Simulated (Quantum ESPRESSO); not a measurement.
## Si3O4NF (finding a planted mistake in a log)

A calculation, not a measurement. The program is pw.x of Quantum ESPRESSO 7.5 (plane-wave density functional theory). The cell is made up: 9 atoms on a quartz lattice, with randomly drawn elements, strain and displacements, not relaxed. PseudoDojo standard norm-conserving files (v0.5 for PBE, v0.4.1 for LDA and PBEsol) set the functional; there is no spin polarisation, spin-orbit coupling or dispersion term, and the masses in the input are unused placeholders.

Intended input:

```
&control calculation='scf', pseudo_dir='./dojo.nc.sr.pbe.v0_5.standard.upf', outdir='./o', disk_io='low', tprnfor=.true., tstress=.true. /
&system ibrav=0, nat=9, ntyp=4, nbnd=30, ecutwfc=84.00895049, nosym=.true., tot_charge=0,
 occupations='smearing', smearing='fd', degauss=0.0018374661
/
&electrons conv_thr=7.350e-09, electron_maxstep=60, /
ATOMIC_SPECIES
F 1.0 F.upf
N 1.0 N.upf
O 1.0 O.upf
Si 1.0 Si.upf
CELL_PARAMETERS angstrom
5.0778 0.0044 0.0631
-2.5351 4.4563 -0.1125
0.0693 -0.1026 5.5265
ATOMIC_POSITIONS angstrom
Si 2.5448 -0.0822 3.7195
Si -0.9326 1.9832 2.0277
Si 1.4609 2.3419 -0.0971
O 1.3782 1.0193 4.3379
N 3.1803 0.805 2.4703
F 2.8099 2.6089 0.5904
O 0.3424 2.0272 1.1086
O -1.0432 3.0981 2.8463
O 1.0339 3.7095 4.5318
K_POINTS automatic
5 5 4 1 1 1
```

The log is shortened where brackets say so; the opening notice, blank lines, dates and the lines on written files are dropped, and the path of the files is cut. It prints rydbergs, bohrs and kilobars, and counts compression as positive stress. Where no state is partly filled, the Fermi energy that it prints is only some level between the filled and the empty states on the mesh, and need not lie in the true gap.

Log of the intended run:

```
     Program PWSCF v.7.5
     Parallel version (MPI & OpenMP), running on       4 processor cores
     Number of MPI processes:                 4
     Threads/MPI process:                     1
     [start-up lines left out]
     bravais-lattice index     =            0
     lattice parameter (alat)  =       9.5964  a.u.
     unit-cell volume          =     843.9108 (a.u.)^3
     number of atoms/cell      =            9
     number of atomic types    =            4
     number of electrons       =        48.00
     number of Kohn-Sham states=           30
     kinetic-energy cutoff     =      84.0090  Ry
     charge density cutoff     =     336.0358  Ry
     scf convergence threshold =      7.3E-09
     mixing beta               =       0.7000
     number of iterations used =            8  plain     mixing
     Exchange-correlation= PBE
                           (   1   4   3   4   0   0   0)
     [axes and pseudopotential details left out]
   Cartesian axes
     site n.     atom                  positions (alat units)
         1        Si     tau(   1) = (   0.5011230  -0.0161869   0.7324454  )
         2        Si     tau(   2) = (  -0.1836480   0.3905325   0.3992955  )
         3        Si     tau(   3) = (   0.2876810   0.4611679  -0.0191210  )
         4        O      tau(   4) = (   0.2713957   0.2007210   0.8542210  )
         5        N      tau(   5) = (   0.6262660   0.1585209   0.4864525  )
         6        F      tau(   6) = (   0.5533266   0.5137456   0.1162618  )
         7        O      tau(   7) = (   0.0674255   0.3991970   0.2183060  )
         8        O      tau(   8) = (  -0.2054274   0.6100791   0.5604945  )
         9        O      tau(   9) = (   0.2035960   0.7304762   0.8924039  )
     number of k points=    50  Fermi-Dirac smearing, width (Ry)=  0.0018
                       cart. coord. in units 2pi/alat
        k(    1) = (   0.0984061   0.1728862   0.1168358), wk =   0.0400000
        k(    2) = (   0.0955464   0.1770615   0.3466693), wk =   0.0400000
     [further k points left out]
     Dense  grid:    87795 G-vectors     FFT dimensions: (  60,  60,  64)
     Estimated max dynamical RAM per process >     178.15 MB
     Estimated total dynamical RAM >     648.30 MB
     Initial potential from superposition of free atoms
     starting charge      47.9981, renormalised to      48.0000
     Starting wfcs are   36 randomized atomic wfcs
     total cpu time spent up to now is        3.1 secs
     per-process dynamical memory:   136.0 Mb
     Self-consistent Calculation
     iteration #  1     ecut=    84.01 Ry     beta= 0.70
     Davidson diagonalization with overlap
     ethr =  1.00E-02,  avg # of iterations =  3.0
     total cpu time spent up to now is        9.2 secs
     total energy              =    -227.04886140 Ry
     estimated scf accuracy    <       2.77697648 Ry
     iteration #  2     ecut=    84.01 Ry     beta= 0.70
     Davidson diagonalization with overlap
     ethr =  5.79E-03,  avg # of iterations =  2.9
     total cpu time spent up to now is       15.2 secs
     total energy              =    -227.77369046 Ry
     estimated scf accuracy    <       2.20115582 Ry
     [iterations 3 to 10 left out]
     iteration # 11     ecut=    84.01 Ry     beta= 0.70
     Davidson diagonalization with overlap
     ethr =  4.54E-11,  avg # of iterations =  4.5
     total cpu time spent up to now is       65.5 secs
     total energy              =    -228.20915414 Ry
     estimated scf accuracy    <       0.00000002 Ry
     iteration # 12     ecut=    84.01 Ry     beta= 0.70
     Davidson diagonalization with overlap
     ethr =  3.40E-11,  avg # of iterations =  2.0
     total cpu time spent up to now is       69.6 secs
     End of self-consistent calculation
     [lines on levels left out]
     the Fermi energy is     5.2351 ev
!    total energy              =    -228.20915414 Ry
     estimated scf accuracy    <          1.1E-09 Ry
     smearing contrib. (-TS)   =       0.00000000 Ry
     internal energy E=F+TS    =    -228.20915414 Ry
     The total energy is F=E-TS. E is the sum of the following terms:
     one-electron contribution =    -119.01414271 Ry
     hartree contribution      =      84.04767376 Ry
     xc contribution           =     -60.90155794 Ry
     ewald contribution        =    -132.34112726 Ry
     convergence has been achieved in  12 iterations
     Forces acting on atoms (cartesian axes, Ry/au):
     atom    1 type  4   force =    -0.12933106    0.07612266   -0.19669947
     atom    2 type  4   force =     0.01160100   -0.39861956   -0.23175010
     atom    3 type  4   force =    -0.23065426    0.01458581   -0.08434795
     atom    4 type  3   force =     0.04826282   -0.00982350    0.06213441
     atom    5 type  2   force =    -0.00890762   -0.10108364   -0.00436467
     atom    6 type  1   force =     0.08153821    0.04001760    0.00229665
     atom    7 type  3   force =     0.09235246    0.00698906   -0.09635479
     atom    8 type  3   force =     0.02606436    0.52843836    0.38042817
     atom    9 type  3   force =     0.10907411   -0.15662679    0.16865776
     Total force =     0.930982     Total SCF correction =     0.000038
     Computing stress (Cartesian axis) and pressure
          total   stress  (Ry/bohr**3)                   (kbar)     P=       85.55
   0.00032583  -0.00008536   0.00003457           47.93      -12.56        5.09
  -0.00008536   0.00082494   0.00078082          -12.56      121.35      114.86
   0.00003457   0.00078082   0.00059382            5.09      114.86       87.35
     init_run     :      2.89s CPU      3.03s WALL (       1 calls)
     electrons    :     65.91s CPU     66.49s WALL (       1 calls)
     forces       :      0.91s CPU      0.92s WALL (       1 calls)
     stress       :      2.80s CPU      2.80s WALL (       1 calls)
     [timing details left out]
     PWSCF        :   1m12.65s CPU   1m13.42s WALL
     JOB DONE.
```

A second run was made from an input with one planted mistake. Its log:

```
     Program PWSCF v.7.5
     Parallel version (MPI & OpenMP), running on       4 processor cores
     Number of MPI processes:                 4
     Threads/MPI process:                     1
     [start-up lines left out]
     bravais-lattice index     =            0
     lattice parameter (alat)  =       9.5964  a.u.
     unit-cell volume          =     843.9108 (a.u.)^3
     number of atoms/cell      =            9
     number of atomic types    =            4
     number of electrons       =        48.00
     number of Kohn-Sham states=           30
     kinetic-energy cutoff     =      84.0090  Ry
     charge density cutoff     =     336.0358  Ry
     scf convergence threshold =      7.3E-09
     mixing beta               =       0.7000
     number of iterations used =            8  plain     mixing
     Exchange-correlation= PBE
                           (   1   4   3   4   0   0   0)
     [axes and pseudopotential details left out]
   Cartesian axes
     site n.     atom                  positions (alat units)
         1        Si     tau(   1) = (   0.5011230  -0.0161869   0.7324454  )
         2        Si     tau(   2) = (  -0.1836480   0.3905325   0.3992955  )
         3        Si     tau(   3) = (   0.2876810   0.4611679  -0.0191210  )
         4        O      tau(   4) = (   0.2713957   0.2007210   0.8542210  )
         5        N      tau(   5) = (   0.6262660   0.1585209   0.4864525  )
         6        F      tau(   6) = (   0.5533266   0.5137456   0.1162618  )
         7        O      tau(   7) = (   0.0674255   0.3991970   0.2183060  )
         8        O      tau(   8) = (  -0.2054274   0.6100791   0.5604945  )
         9        O      tau(   9) = (   0.2035960   0.7304762   0.8924039  )
     number of k points=     1  Fermi-Dirac smearing, width (Ry)=  0.0018
                       cart. coord. in units 2pi/alat
        k(    1) = (  -0.4934602  -0.8623432  -0.4692620), wk =   2.0000000
     Dense  grid:    87795 G-vectors     FFT dimensions: (  60,  60,  64)
     Estimated max dynamical RAM per process >     112.85 MB
     Estimated total dynamical RAM >     387.11 MB
     Initial potential from superposition of free atoms
     starting charge      47.9981, renormalised to      48.0000
     Starting wfcs are   36 randomized atomic wfcs
     total cpu time spent up to now is        1.5 secs
     per-process dynamical memory:    82.3 Mb
     Self-consistent Calculation
     iteration #  1     ecut=    84.01 Ry     beta= 0.70
     Davidson diagonalization with overlap
     ethr =  1.00E-02,  avg # of iterations =  3.0
     total cpu time spent up to now is        1.9 secs
     total energy              =    -226.98938195 Ry
     estimated scf accuracy    <       2.83780389 Ry
     iteration #  2     ecut=    84.01 Ry     beta= 0.70
     Davidson diagonalization with overlap
     ethr =  5.91E-03,  avg # of iterations =  3.0
     total cpu time spent up to now is        2.5 secs
     total energy              =    -227.76209692 Ry
     estimated scf accuracy    <       2.09027640 Ry
     [iterations 3 to 10 left out]
     iteration # 11     ecut=    84.01 Ry     beta= 0.70
     Davidson diagonalization with overlap
     ethr =  1.06E-10,  avg # of iterations =  4.0
     total cpu time spent up to now is        7.0 secs
     total energy              =    -228.16853865 Ry
     estimated scf accuracy    <       0.00000001 Ry
     iteration # 12     ecut=    84.01 Ry     beta= 0.70
     Davidson diagonalization with overlap
     ethr =  2.74E-11,  avg # of iterations =  2.0
     total cpu time spent up to now is        7.4 secs
     End of self-consistent calculation
     [lines on levels left out]
     the Fermi energy is     7.1213 ev
!    total energy              =    -228.16853865 Ry
     estimated scf accuracy    <          8.9E-10 Ry
     smearing contrib. (-TS)   =       0.00000000 Ry
     internal energy E=F+TS    =    -228.16853865 Ry
     The total energy is F=E-TS. E is the sum of the following terms:
     one-electron contribution =    -119.07740046 Ry
     hartree contribution      =      84.19012893 Ry
     xc contribution           =     -60.94013987 Ry
     ewald contribution        =    -132.34112726 Ry
     convergence has been achieved in  12 iterations
     Forces acting on atoms (cartesian axes, Ry/au):
     atom    1 type  4   force =    -0.12830088    0.07024035   -0.19216319
     atom    2 type  4   force =    -0.00754456   -0.40344336   -0.22440266
     atom    3 type  4   force =    -0.23680320    0.01094530   -0.08953893
     atom    4 type  3   force =     0.06807237    0.00600934    0.07421546
     atom    5 type  2   force =     0.02259212   -0.10436398   -0.03553147
     atom    6 type  1   force =     0.09093004    0.02821721    0.01293560
     atom    7 type  3   force =     0.08946918    0.02476400   -0.11143749
     atom    8 type  3   force =     0.01829780    0.53587848    0.39789718
     atom    9 type  3   force =     0.08328713   -0.16824733    0.16802551
     Total force =     0.947694     Total SCF correction =     0.000028
     Computing stress (Cartesian axis) and pressure
          total   stress  (Ry/bohr**3)                   (kbar)     P=       86.59
   0.00025500  -0.00007292   0.00002781           37.51      -10.73        4.09
  -0.00007292   0.00084182   0.00076207          -10.73      123.84      112.10
   0.00002781   0.00076207   0.00066902            4.09      112.10       98.42
     init_run     :      1.35s CPU      1.42s WALL (       1 calls)
     electrons    :      5.92s CPU      5.98s WALL (       1 calls)
     forces       :      0.19s CPU      0.20s WALL (       1 calls)
     stress       :      0.34s CPU      0.34s WALL (       1 calls)
     [timing details left out]
     PWSCF        :      7.87s CPU      8.03s WALL
     JOB DONE.
```

Question: what was wrong in the second input?

Answer: the k-point mesh is too coarse. The input lines that differ, file-writing options aside:

```
- 5 5 4 1 1 1
+ 1 1 1 1 1 1
```

|  | intended run | run with the mistake |
| --- | --- | --- |
| free energy (eV) | -3104.944 | -3104.391 |
| smearing term -TS (eV) | 0.0000 | 0.0000 |
| pressure (GPa) | 8.55 | 8.66 |
| largest force component (eV/Å) | 13.587 | 13.778 |
| largest change of a force component (eV/Å) |  | 0.810 |
| iterations | 12 | 12 |

For scale, a rerun of the intended cell at a cutoff of 1437 eV and k mesh 7 x 7 x 6 moved values by no more than 0.002 eV in energy, 0.02 GPa in stress and 0.002 eV/Å in force.